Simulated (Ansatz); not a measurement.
Relax this structure to zero stress and force, keeping its symmetry:

```
CELL_PARAMETERS angstrom
6.71405 0.00000 0.00000
0.00000 6.71405 0.00000
0.00000 0.00000 6.71405
ATOMIC_POSITIONS crystal
Rb 0.00000 0.50000 0.50000
Rb 0.50000 0.00000 0.50000
Rb 0.50000 0.50000 0.00000
Na 0.00000 0.00000 0.00000
```

Level of theory: DFT PBEsol, scalar-relativistic, plane waves, PAW (Ansatz 0.2.0).

Plane waves to 420 eV, a k mesh through Γ of 6×6×6 on the computed 4-atom cell and Gaussian smearing (0.10 eV); no spin polarisation.

**Question.** What does it relax to?

**Answer.** The volume goes down by 3.86 Å³/atom to 71.80 Å³/atom, and the energy falls by 1.9 meV/atom. Final structure:
```cif
data_structure
_symmetry_space_group_name_H-M 'P 1'
_symmetry_Int_Tables_number 1
_cell_length_a 6.5978
_cell_length_b 6.5978
_cell_length_c 6.5978
_cell_angle_alpha 90.000
_cell_angle_beta 90.000
_cell_angle_gamma 90.000
_cell_volume 287.20
loop_
_atom_site_label
_atom_site_type_symbol
_atom_site_fract_x
_atom_site_fract_y
_atom_site_fract_z
_atom_site_occupancy
Rb1 Rb 0.00000 0.50000 0.50000 1
Rb2 Rb 0.50000 0.00000 0.50000 1
Rb3 Rb 0.50000 0.50000 0.00000 1
Na1 Na 0.00000 0.00000 0.00000 1
```